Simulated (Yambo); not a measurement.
KCl (rock salt, space group Fm-3m, No. 225) under isotropic strain of -0.7 % on all lattice vectors; a = b = c = 4.383 Å, α = β = γ = 60.00°. With the G0W0 scissor the direct gap on the mesh is 8.27 eV.

Does this run resolve the lowest exciton, and if so, what are its energy and binding? (Yambo, PBEsol bands; 8×8×8 mesh, 3 valence and 6 conduction bands, static screening with 30 bands and a 4 Ry block, scissor 3.09 eV, Tamm-Dancoff.)

The mesh holds a bound state, but the numbers are provisional. These are vertical excitations (zero momentum). The lowest state lies at 7.26 eV (strong for light along x, 3 states within 2 meV), the direct quasiparticle gap on this mesh at 8.27 eV. Its binding energy, counted from that gap, is 1.01 eV; it spreads over about 23 k points of the mesh. Convergence with the mesh was not shown. The scissor comes from a G0W0 run whose convergence isn't established. 

Geometry strained from the cell relaxed with PBEsol, atoms relaxed again.
